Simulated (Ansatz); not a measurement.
AlBO3:
```cif
data_Al6B6O18
_chemical_formula_sum 'Al6 B6 O18'
_space_group_name_H-M_alt 'R-3c :H'
_space_group_IT_number 167
_space_group_name_Hall '-R 3 2"c'
_cell_length_a 4.47532
_cell_length_b 4.47532
_cell_length_c 13.73733
_cell_angle_alpha 90.000
_cell_angle_beta 90.000
_cell_angle_gamma 120.000
loop_
_atom_site_label
_atom_site_type_symbol
_atom_site_symmetry_multiplicity
_atom_site_Wyckoff_symbol
_atom_site_fract_x
_atom_site_fract_y
_atom_site_fract_z
_atom_site_occupancy
Al1 Al 6 b 0.00000 0.00000 0.00000 1
B1 B 6 a 0.00000 0.00000 0.25000 1
O1 O 18 e 0.30874 0.30874 0.25000 1
```
(The calculation used a cell of 10 atoms; values per cell refer to that cell.)

Relaxed with PBEsol.

**Question.** Which orbitals make up the states near the band edges in PBEsol (plane waves, PAW; program Ansatz)?

**Answer.** Top 1 eV of the valence band: O 2p 96 %. Bottom 1 eV of the conduction band: B 2p 67 %, O 2p 16 %, Al 3s 6 %. Projections are on Löwdin-orthogonalised atomic valence shells; empty p or d shells of many metals are not among them.

**Question.** Tabulate the density of states.

**Answer.** States/eV per cell of 10 atoms, in 0.25 eV bins, energy from the valence-band maximum.

| E (eV) | total | O 2p | B 2p | Al 3p |
|---|---|---|---|---|
| -7.85 | 0.00 | 0.00 | 0.00 | 0.00 |
| -7.60 | 1.86 | 1.33 | 0.13 | 0.03 |
| -7.35 | 4.48 | 3.19 | 0.31 | 0.13 |
| -7.10 | 4.26 | 3.06 | 0.22 | 0.19 |
| -6.85 | 4.16 | 2.99 | 0.21 | 0.20 |
| -6.60 | 4.31 | 3.06 | 0.36 | 0.28 |
| -6.35 | 4.39 | 3.14 | 0.39 | 0.26 |
| -6.10 | 5.23 | 3.75 | 0.58 | 0.32 |
| -5.85 | 7.74 | 5.56 | 0.93 | 0.48 |
| -5.60 | 4.69 | 3.35 | 0.63 | 0.28 |
| -5.35 | 4.56 | 3.28 | 0.60 | 0.28 |
| -5.10 | 3.99 | 2.91 | 0.50 | 0.23 |
| -4.85 | 2.46 | 1.84 | 0.31 | 0.16 |
| -4.60 | 4.36 | 3.29 | 0.55 | 0.31 |
| -4.35 | 2.85 | 2.15 | 0.34 | 0.19 |
| -4.10 | 2.01 | 1.55 | 0.20 | 0.13 |
| -3.85 | 2.78 | 2.21 | 0.20 | 0.16 |
| -3.60 | 4.75 | 3.86 | 0.30 | 0.24 |
| -3.35 | 4.34 | 3.61 | 0.28 | 0.16 |
| -3.10 | 3.66 | 3.11 | 0.22 | 0.13 |
| -2.85 | 7.92 | 6.83 | 0.31 | 0.46 |
| -2.60 | 6.77 | 5.97 | 0.19 | 0.38 |
| -2.35 | 6.14 | 5.57 | 0.14 | 0.22 |
| -2.10 | 6.27 | 5.81 | 0.11 | 0.16 |
| -1.85 | 4.83 | 4.56 | 0.07 | 0.08 |
| -1.60 | 2.91 | 2.77 | 0.03 | 0.03 |
| -1.35 | 4.36 | 4.17 | 0.04 | 0.04 |
| -1.10 | 9.07 | 8.69 | 0.10 | 0.09 |
| -0.85 | 4.92 | 4.68 | 0.10 | 0.05 |
| -0.60 | 4.98 | 4.77 | 0.11 | 0.03 |
| -0.35 | 7.65 | 7.36 | 0.15 | 0.03 |
| -0.10 | 1.28 | 1.26 | 0.01 | 0.00 |
| 0.15 | 0.00 | 0.00 | 0.00 | 0.00 |
| 0.40 | 0.00 | 0.00 | 0.00 | 0.00 |
| 0.65 | 0.00 | 0.00 | 0.00 | 0.00 |
| 0.90 | 0.00 | 0.00 | 0.00 | 0.00 |
| 1.15 | 0.00 | 0.00 | 0.00 | 0.00 |
| 1.40 | 0.00 | 0.00 | 0.00 | 0.00 |
| 1.65 | 0.00 | 0.00 | 0.00 | 0.00 |
| 1.90 | 0.00 | 0.00 | 0.00 | 0.00 |
| 2.15 | 0.00 | 0.00 | 0.00 | 0.00 |
| 2.40 | 0.00 | 0.00 | 0.00 | 0.00 |
| 2.65 | 0.00 | 0.00 | 0.00 | 0.00 |
| 2.90 | 0.00 | 0.00 | 0.00 | 0.00 |
| 3.15 | 0.00 | 0.00 | 0.00 | 0.00 |
| 3.40 | 0.00 | 0.00 | 0.00 | 0.00 |
| 3.65 | 0.00 | 0.00 | 0.00 | 0.00 |
| 3.90 | 0.00 | 0.00 | 0.00 | 0.00 |
| 4.15 | 0.00 | 0.00 | 0.00 | 0.00 |
| 4.40 | 0.00 | 0.00 | 0.00 | 0.00 |
| 4.65 | 0.00 | 0.00 | 0.00 | 0.00 |
| 4.90 | 0.00 | 0.00 | 0.00 | 0.00 |
| 5.15 | 0.00 | 0.00 | 0.00 | 0.00 |
| 5.40 | 0.00 | 0.00 | 0.00 | 0.00 |
| 5.65 | 0.00 | 0.00 | 0.00 | 0.00 |
| 5.90 | 0.29 | 0.03 | 0.19 | 0.00 |
| 6.15 | 1.03 | 0.16 | 0.71 | 0.02 |
| 6.40 | 1.85 | 0.31 | 1.27 | 0.05 |
| 6.65 | 3.25 | 0.55 | 2.10 | 0.14 |
| 6.90 | 2.69 | 0.47 | 1.67 | 0.14 |
| 7.15 | 2.57 | 0.45 | 1.51 | 0.16 |
| 7.40 | 2.65 | 0.48 | 1.41 | 0.18 |
| 7.65 | 1.67 | 0.33 | 0.90 | 0.11 |
| 7.90 | 1.18 | 0.20 | 0.41 | 0.11 |
| 8.15 | 0.79 | 0.12 | 0.16 | 0.10 |
| 8.40 | 0.74 | 0.11 | 0.07 | 0.12 |
| 8.65 | 0.86 | 0.12 | 0.05 | 0.16 |
| 8.90 | 1.17 | 0.16 | 0.07 | 0.23 |
| 9.15 | 1.88 | 0.24 | 0.11 | 0.39 |
| 9.40 | 1.32 | 0.19 | 0.08 | 0.26 |
| 9.65 | 2.42 | 0.33 | 0.17 | 0.52 |
| 9.90 | 2.92 | 0.38 | 0.20 | 0.66 |
| 10.15 | 3.21 | 0.41 | 0.26 | 0.71 |
| 10.40 | 3.08 | 0.40 | 0.24 | 0.72 |
| 10.65 | 4.45 | 0.57 | 0.29 | 0.99 |

The workflow started from a Materials Project entry (that database holds measured and hypothetical structures alike); the Crystallography Open Database files this formula in space group No. 167, but the cells were not matched. Whether it is the stable phase at ambient conditions was not checked. The PBEsol relaxation kept the symmetry of its start; phonons on a q-mesh show no instability.

Potentials: the later of the program's two PAW sets.
